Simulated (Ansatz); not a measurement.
Space group Pm-3m (No. 221). a = 3.551 Å, b = 3.551 Å, c = 3.551 Å, α = 90.00°, β = 90.00°, γ = 90.00°
```json
{"atom": "Co", "site": "3c", "symmetry": "4/mm.m", "x": "0.5000", "y": "0.5000", "z": "0.0000"}
{"atom": "W", "site": "1a", "symmetry": "m-3m", "x": "0.0000", "y": "0.0000", "z": "0.0000"}
```

Equation of state of this Co$_{3}$W structure (not necessarily the ground state), with shape and atoms relaxed at each volume where symmetry leaves them free. It has no gap at any of these volumes. All numbers below come from Ansatz, DFT PBEsol, scalar-relativistic, plane waves, PAW.

Settings: cutoff 420 eV, Γ-centred mesh 12×12×12 on the computed 4-atom cell, Gaussian smearing of 0.10 eV; collinear spin.

| V (Å³/atom) | E − E(largest V) (meV/atom) | P (GPa) |
| --- | --- | --- |
| 9.847 | 105.78 | 52.11 |
| 10.183 | 14.46 | 35.60 |
| 10.519 | -45.36 | 21.69 |
| 10.854 | -78.33 | 9.93 |
| 11.190 | -88.59 | -0.01 |
| 11.526 | -79.66 | -8.42 |
| 11.861 | -54.51 | -15.53 |
| 12.309 | 0.00 | -23.33 |

Fit a third-order Birch–Murnaghan equation to E(V).

V0 = 11.19 Å³/atom, B0 = 304 GPa, B0' = 4.5.

Spin-orbit coupling is left out, which matters for the bands of heavy elements.